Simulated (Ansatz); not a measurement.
Generalised stacking fault of TiC (rock salt) on the {100} plane. The cell below holds the perfect crystal with the plane normal along z; tilting its third vector by the shift puts one fault into each cell, between planes 2.17 Å apart, at fixed cell height.

```
TiC
1.0
    3.06392     0.00000     0.00000
    0.00000     3.06392     0.00000
    1.53196     1.53196     6.49955
C Ti
3 3
Cartesian
  1.27663   1.27663   5.41629
  1.27663   1.27663   1.08326
  2.80859   2.80859   3.24978
  2.80859   2.80859   5.41629
  2.80859   2.80859   1.08326
  1.27663   1.27663   3.24978
```

In-plane vectors a = (3.064, 0.000) Å, b = (0.000, 3.064) Å, area 9.39 Å². The shift is x·a + y·b, and the map repeats with period 1 in x and y. The shift is rigid: no atom relaxes. γ = [E(shift) − E(0)] / area.

These are PBE (plane waves to 420 eV, PAW, scalar-relativistic; Ansatz, a program for electronic structure) values and carry that method's errors. k mesh 13×13×13 (Γ-centred), Fermi-Dirac smearing 0.05 eV. Stress and pressure are positive under compression. Points where atoms come too close for the PAW data are left out (x in tables, blank in figures). Faults lie only 6.5 Å apart, and holding the cell height and the atoms raises γ above its relaxed value. TiC is run without spin polarisation. TiC was relaxed with its symmetry unable to fall. The last digit holds for this mesh only.

Changes of σ normal to the fault (GPa) from the point x = 0.000, y = 0.000 when one coordinate moves alone (two changes are said to add if the coupling is within 5 % of the smaller one, nearly so within 20 %):

```tsv
point	change
x = 0.167, y = 0.000	4.07
x = 0.333, y = 0.000	7.17
x = 0.500, y = 0.000	3.46
x = 0.667, y = 0.000	7.17
x = 0.833, y = 0.000	4.07
x = 0.000, y = 0.167	4.07
x = 0.000, y = 0.333	7.17
x = 0.000, y = 0.500	3.46
x = 0.000, y = 0.667	7.17
x = 0.000, y = 0.833	4.07
```

Question: What is the change at x = 0.833, y = 0.167, where both move, and how far is it from the sum?

Answer: The sum of the single changes is 4.07 + (4.07) = 8.14; the calculation gives 7.34, so the coupling contributes -0.80 (under 20 % of the smaller single change, nearly additive).

Question: What is the change at x = 0.167, y = 0.667, where both move, and how far is it from the sum?

Answer: The sum of the single changes is 4.07 + (7.17) = 11.24; the calculation gives 8.78, so the coupling contributes -2.46 (over 20 % of the smaller single change, not additive).

(The slope of γ gives the shear force per area between the displaced halves; near zero shift its curvature is an elastic stiffness.)
